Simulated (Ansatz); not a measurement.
Starting cell, MgPd (CsCl type):

```
CELL_PARAMETERS angstrom
      6.20765     0.00000     0.00000
      3.10383     3.10383     0.00000
      0.00000     0.00000     3.10383
ATOMIC_POSITIONS crystal
  Mg 0.00000 0.00000 0.00000
  Mg 0.50000 0.00000 0.00000
  Pd 0.00000 0.50000 0.50000
  Pd 0.50000 0.50000 0.50000
```

A phonon eigenvector at M = (0.5, 0.5, 0.0) is frozen into this cell: atom i moves by Q times the vector below, so Q is the largest atomic displacement, in Å. The cell is held. (q is in reciprocal vectors of the primitive cell; the cell shown is doubled to hold the pattern.)

```csv
atom,x,y,z
Pd3,0.000,0.000,-1.000
Pd4,0.000,0.000,1.000
```

Atoms not listed stay in place.

Calculation: LDA (plane waves to 420 eV, PAW, scalar-relativistic; Ansatz, a quantum-chemistry and plane-wave program). k mesh 15×15×15 (Γ-centred), Fermi-Dirac smearing 0.05 eV. With partly filled bands, energies and forces of such displacements shift with the k mesh and the smearing. MgPd is run without spin polarisation. MgPd was relaxed with its symmetry unable to fall.

At one point of the scan the forces (eV/Å) are:

| atom | Fx | Fy | Fz |
|---|---|---|---|
| Mg1 | 0.000 | 0.000 | 0.000 |
| Mg2 | 0.000 | 0.000 | 0.000 |
| Pd3 | 0.000 | 0.000 | 1.357 |
| Pd4 | 0.000 | 0.000 | -1.357 |

### Question
Which point is it?
(A) Q = 0.187 Å
(B) Q = 0.233 Å
(C) Q = 0.047 Å
(D) Q = 0.280 Å

### Answer
B, Q = 0.233 Å

(A displaced cell: forces are minus the slopes of the energy, force constants its curvatures, and phonons follow from these.)
